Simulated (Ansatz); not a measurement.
The relaxed structure here is a generated cell of B6O: the first start was made by a random draw of sites in a space group, and the end was not matched to a known phase here, so it may be hypothetical.

One starting cell of B6O (a randomly generated symmetric cell of B6O (space group No. 82)) was relaxed twice with Ansatz (plane waves, PAW, scalar-relativistic): with r2SCAN at 500 eV and with PBE at 420 eV. The r2SCAN result:

```cif
data_B12O2
_chemical_formula_sum 'B12 O2'
_space_group_name_H-M_alt 'I-4m2'
_space_group_IT_number 119
_space_group_name_Hall 'I -4 -2'
_cell_length_a 5.22117
_cell_length_b 5.22117
_cell_length_c 5.08445
_cell_angle_alpha 90.000
_cell_angle_beta 90.000
_cell_angle_gamma 90.000
loop_
_atom_site_label
_atom_site_type_symbol
_atom_site_symmetry_multiplicity
_atom_site_Wyckoff_symbol
_atom_site_fract_x
_atom_site_fract_y
_atom_site_fract_z
_atom_site_occupancy
B1 B 2 b 0.00000 0.00000 0.50000 1
B2 B 8 i 0.00000 0.19963 0.25326 1
B3 B 2 c 0.00000 0.50000 0.25000 1
O1 O 2 a 0.00000 0.00000 0.00000 1
```
(The calculation used a cell of 7 atoms; values per cell refer to that cell.)

```csv
quantity,r2SCAN,PBE
space group,I-4m2,I-4m2
volume (Å³/atom),9.90,[?]
a (Å),5.221,[?]
c (Å),5.084,[?]
"gap (eV, no spin-orbit coupling)",0.00,[?]
```

Q: What does PBE give for the same quantities?

A: 
- volume (Å³/atom), PBE: 10.03
- a (Å), PBE: 5.243
- c (Å), PBE: 5.110
- gap (eV, no spin-orbit coupling), PBE: 0.00

Both levels end in the same structure; PBE's volume is 1.3 % larger. Neither column is exact.

No spin polarisation in the result.

The run could not lower the symmetry of its start; a shaken copy of this end point relaxes with r2SCAN to Cm (No. 8), 0.29 eV/atom lower.

Ansatz is a quantum-chemistry and plane-wave program.
